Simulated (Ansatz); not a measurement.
Theory: DFT r2SCAN, scalar-relativistic, plane waves, PAW in Ansatz.

Structure of Sn:

```xyz
2
Lattice="0.0000 3.2832 3.2832 3.2832 0.0000 3.2832 3.2832 3.2832 0.0000" Properties=species:S:1:pos:R:3 pbc="T T T"
Sn    0.0000    0.0000    0.0000
Sn    1.6416    1.6416    1.6416
```

Settings: cutoff 500 eV, Γ-centred mesh 12×12×12 on the computed 2-atom cell, Gaussian smearing of 0.10 eV; no spin polarisation.

Levels along Γ–X–U | K–Γ–L–W–X, in eV from the Fermi level, sorted by energy at each point. Points in fractions of the primitive reciprocal vectors: Γ (0.000 0.000 0.000), X (0.500 0.000 0.500), U (0.625 0.250 0.625), K (0.375 0.375 0.750), L (0.500 0.500 0.500), W (0.500 0.250 0.750).
```csv
point,"k (1/Å, with 2π)",band 11,band 12,band 13,band 14,band 15,band 16
Γ,0.000,-10.89,-0.62,0.00,0.00,0.00,2.22
-,0.137,-10.82,-1.50,-0.29,-0.29,0.85,2.03
-,0.273,-10.62,-2.63,-0.86,-0.86,1.64,1.80
-,0.410,-10.29,-3.74,-1.43,-1.43,1.25,2.29
-,0.547,-9.83,-4.83,-1.91,-1.91,0.96,2.13
-,0.683,-9.24,-5.86,-2.27,-2.27,0.81,1.68
-,0.820,-8.54,-6.84,-2.49,-2.49,0.80,1.26
X,0.957,-7.74,-7.74,-2.56,-2.56,0.96,0.96
-,1.005,-7.74,-7.73,-2.60,-2.55,0.96,1.03
-,1.054,-7.77,-7.70,-2.71,-2.53,0.98,1.24
-,1.102,-7.81,-7.65,-2.87,-2.49,1.01,1.57
-,1.150,-7.86,-7.58,-3.04,-2.44,1.05,1.98
-,1.198,-7.94,-7.48,-3.20,-2.37,1.10,2.45
-,1.247,-8.04,-7.37,-3.34,-2.29,1.16,2.96
U,1.295,-8.16,-7.24,-3.44,-2.20,1.23,3.51
K,1.295,-8.16,-7.24,-3.44,-2.20,1.23,3.51
-,1.440,-8.62,-6.72,-3.51,-1.85,1.46,5.01
-,1.585,-9.19,-6.02,-3.23,-1.43,1.62,4.32
-,1.730,-9.75,-5.15,-2.68,-0.98,1.61,3.58
-,1.875,-10.23,-4.10,-1.95,-0.57,1.41,2.99
-,2.020,-10.59,-2.91,-1.11,-0.25,1.10,2.56
-,2.165,-10.82,-1.63,-0.35,-0.06,0.66,2.31
Γ,2.310,-10.89,-0.62,0.00,0.00,0.00,2.22
-,2.429,-10.84,-1.41,-0.10,-0.10,0.47,2.36
-,2.547,-10.69,-2.53,-0.35,-0.35,0.63,2.67
-,2.665,-10.45,-3.63,-0.62,-0.62,0.51,3.01
-,2.784,-10.12,-4.65,-0.87,-0.87,0.34,3.24
-,2.902,-9.75,-5.54,-1.06,-1.06,0.19,3.34
-,3.020,-9.40,-6.20,-1.17,-1.17,0.10,3.35
L,3.139,-9.25,-6.46,-1.21,-1.21,0.07,3.35
-,3.235,-9.21,-6.46,-1.60,-1.27,0.46,3.28
-,3.332,-9.11,-6.49,-2.24,-1.46,1.11,3.15
-,3.429,-8.94,-6.56,-2.79,-1.74,1.70,3.09
-,3.525,-8.70,-6.71,-3.17,-2.08,2.19,3.15
-,3.622,-8.40,-6.96,-3.34,-2.46,2.65,3.33
-,3.719,-8.06,-7.30,-3.30,-2.82,3.11,3.58
W,3.815,-7.68,-7.68,-3.11,-3.11,3.55,3.55
-,3.884,-7.68,-7.68,-3.09,-3.09,3.16,3.16
-,3.952,-7.69,-7.69,-3.02,-3.02,2.60,2.60
-,4.020,-7.70,-7.70,-2.92,-2.92,2.08,2.08
-,4.089,-7.72,-7.72,-2.80,-2.80,1.62,1.62
-,4.157,-7.73,-7.73,-2.68,-2.68,1.27,1.27
-,4.225,-7.73,-7.73,-2.59,-2.59,1.04,1.04
X,4.294,-7.74,-7.74,-2.56,-2.56,0.96,0.96
```